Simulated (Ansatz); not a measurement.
Values for one crystal, relaxed and computed with DFT-r²SCAN in the program Ansatz with PAW potentials; other levels are named.

| Quantity | Result |
|---|---|
| Volume per atom | 21.22 Å³ |
| Band gap | 0.96 eV (indirect) |
| Smallest direct gap on the standard path | 1.39 eV |
| Electron effective mass | 0.19, 0.42, 2.3 mₑ (principal values) |
| HSE06 gap on the r²SCAN cell | 1.19 eV |
| Gap with spin–orbit coupling | 0.95 eV |
| Valence-band maximum | on the H–A line, 94 % of the way from H |

Task: Which compound is it?
A) NaH, rock salt
B) Al2O3, corundum
C) BaTe, rock salt
D) BaAlSiH, P3m1 (Ba on 1a, Al on 1c, Si on 1b, H on 1c)

Result: D, BaAlSiH, P3m1 (Ba on 1a, Al on 1c, Si on 1b, H on 1c)

The first step of the workflow began from a Materials Project structure, measured or hypothetical; the Crystallography Open Database copy checked does not list it. Its standing as an ambient phase is unchecked. The r²SCAN relaxation kept the symmetry of its start; its stability against distortions is not shown here. Spin–orbit coupling is left out wherever it is not named.

Potentials: the later of the program's two PAW sets.
